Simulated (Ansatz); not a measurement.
## CO₂: input and output

Input file of Ansatz 0.2.0:

```yaml
crystal:
  lattice:
    - [5.60566684, 0.0, 0.0]
    - [0.0, 5.60566684, 0.0]
    - [0.0, 0.0, 5.60566684]
  atoms:
    - { symbol: C, position: [0.0, 0.0, 0.0] }
    - { symbol: C, position: [0.5, 0.0, 0.5] }
    - { symbol: C, position: [0.5, 0.5, 0.0] }
    - { symbol: C, position: [0.0, 0.5, 0.5] }
    - { symbol: O, position: [0.113, 0.113, 0.113] }
    - { symbol: O, position: [0.387, 0.887, 0.613] }
    - { symbol: O, position: [0.613, 0.387, 0.887] }
    - { symbol: O, position: [0.887, 0.613, 0.387] }
    - { symbol: O, position: [0.887, 0.887, 0.887] }
    - { symbol: O, position: [0.613, 0.113, 0.387] }
    - { symbol: O, position: [0.387, 0.613, 0.113] }
    - { symbol: O, position: [0.113, 0.387, 0.613] }
  symmetry: { tolerance: 0.0003 }
kpoints:
  mp_grid: { grid: [5, 5, 5], shift: [0, 0, 0] }
  band_path:
    path:
      - [0.0, 0.0, 0.0]
      - [0.0, 0.5, 0.0]
      - [0.5, 0.5, 0.0]
      - [0.0, 0.0, 0.0]
      - [0.5, 0.5, 0.5]
      - [0.0, 0.5, 0.0]
      - [0.5, 0.5, 0.5]
      - [0.5, 0.5, 0.0]
      - [0.5, 0.0, 0.0]
    npoints: 7
magnetization:
  spin_polarized: false
scf:
  occupations: { method: methfessel_paxton, width: 0.0233 }
  lower_state_search: "off"
  max_iter: 200
hamiltonian:
  pseudopotentials: { kind: paw }
  xc: r2scan
basis:
  ecutwfc: 500
  fft_grid_basis: typed
output:
  forces: true
  stress: true
  eigenvalues: true
  bader: true
  populations: true
  elf: true
  write_potential: true
  volumetric_format: npy
  dos:
    e_range: [-12, 8]
    de: 0.05
    projected: { site_lists: { C: [C], O: [O] } }
checkpoint:
  read: saved_state
```

The saved state is an earlier solution for the same cell, perhaps on another mesh. 

Output (shortened):

```
Pseudopotentials: kind: paw
Pseudopotential: C, paw, valence charge 4, recommended cutoff 500 eV (meta_gga), C.paw.azcp
Pseudopotential: O, paw, valence charge 6, recommended cutoff 500 eV (meta_gga), O.paw.azcp
Functional definition: r2SCAN
  exchange = r2scan_x(k0 = k0, k1 = k1, a1 = a1)
  correlation = r2scan_c
Crystal: 12 atoms, lattice volume = 176.150 Å³
Basis set: ecut = 500 eV, 4457 PW (Γ), exchange–correlation on 180×180×180 points (64 copies of the dense FFT grid, shifted against one another)
Bands: 44, of which v1, the nominal top of the filled ones, is band 32 counted from 1 (31 counted from 0)
Symmetry: 24 space group operations
Space group: Pa-3 (ITA 205), of the structure as read, at distance tolerance 1.7e-3 Å
k-points: 11 of 125
Initial density: read from a saved state, or passed on in memory by an earlier SCF of this step, an earlier step, the calling program or the single point that the run made first
Functional: x = r2scan, c = r2scan; τ floored in thin density (d = 2e-4 eV/Å³)
SCF iter   1: F=—  Δρ=1.89e-3  dr2=4.09e-4  dr2_τ=1.31e-3
SCF iter   2: F=—  S|Δr|=    0.00e0  Δρ=9.93e-4  dr2=1.41e-4  dr2_τ=4.63e-4
SCF iter   3: F=—  S|Δr|=    0.00e0  Δρ=1.78e-4  dr2=2.89e-5  dr2_τ=9.39e-6
SCF iter   4: F=—  S|Δr|=    0.00e0  Δρ=3.81e-5  dr2=1.52e-6  dr2_τ=3.71e-7
SCF iter   5: F=—  S|Δr|=    0.00e0  Δρ=1.31e-5  dr2=2.25e-7  dr2_τ=4.48e-8
SCF iter   6: F=-5548.9077 eV  S|Δr|=    0.00e0  Δρ=3.85e-6  dr2=2.51e-8  dr2_τ=2.56e-9
Free energy (F): -5548.9077 eV
Harris-Foulkes:  -5548.9077 eV  (|F-HF|=3.80e-8)
Internal energy: -5548.9077 eV  (E = F + TS)
E sigma→0 (E₀):  -5548.9077 eV
Fermi energy:    1.2627 eV
--- Per-component energies (eV) ---
  E_band       = -676.4646
  E_kinetic    = 1781.3642
  E_local      = -5088.9803  (includes V_loc(G=0)·N_el)
  E_nonlocal   = 508.8559
  E_hartree    = 1740.1471
  E_xc         = -762.5962
  E_vxc        = -1097.0796  (∫ρ·V_xc dr)
  E_paw        = -1694.9354  (= ΣΔE_a)
  E_vpaw       = -337.2816  (= ΣTr[D̂ρ^β])
  E_aug_tail   = 0.0082  (compensation charges beyond the density's cutoff)
  E_vtau       = 76.3449  (kinetic-family band-sum trace: ∫τ·v_τ [+ j·A + Jᵃ·Aᵃ] dr)
  E_ewald      = -2032.4165
  E_core_change = -0.3546  (= ΣΔE_core)
  E_smearing   =  0.0000  (= −TS)
--- Forces (eV/Å), atoms counted from 1 ---
  atom   1  C      0.0000     0.0000     0.0000
  atom   2  C      0.0000     0.0000     0.0000
  atom   3  C      0.0000     0.0000     0.0000
  atom   4  C      0.0000     0.0000     0.0000
  atom   5  O      4.9336     4.9336     4.9336
  atom   6  O     -4.9336    -4.9336     4.9336
  atom   7  O      4.9336    -4.9336    -4.9336
  atom   8  O     -4.9336     4.9336    -4.9336
  atom   9  O     -4.9336    -4.9336    -4.9336
  atom  10  O      4.9336     4.9336    -4.9336
  atom  11  O     -4.9336     4.9336     4.9336
  atom  12  O      4.9336    -4.9336     4.9336
--- Stress (GPa, compression-positive) ---
       22.3047       0.0000       0.0000
        0.0000      22.3047       0.0000
        0.0000       0.0000      22.3047
  P = ⅓ Tr σ = 22.3047 GPa (223.047 kbar)
--- Bader charges: 12 sites ---
  site symbol  charge [e]  shift [e]
     0      C      2.5559     0.0136
     1      C      2.5558     0.0136
     2      C      2.5558     0.0136
     3      C      2.5558     0.0136
     4      O     -1.2779     0.0068
     5      O     -1.2779     0.0068
     6      O     -1.2779     0.0068
     7      O     -1.2779     0.0068
     8      O     -1.2779     0.0068
     9      O     -1.2779     0.0068
    10      O     -1.2779     0.0068
    11      O     -1.2779     0.0068
```

Absolute energies hang on the potentials; compare differences alone.

Origin: a database entry at a rescaled volume. Caveats: forces this large suggest misplaced atoms in the database entry; atoms or cell far from equilibrium.
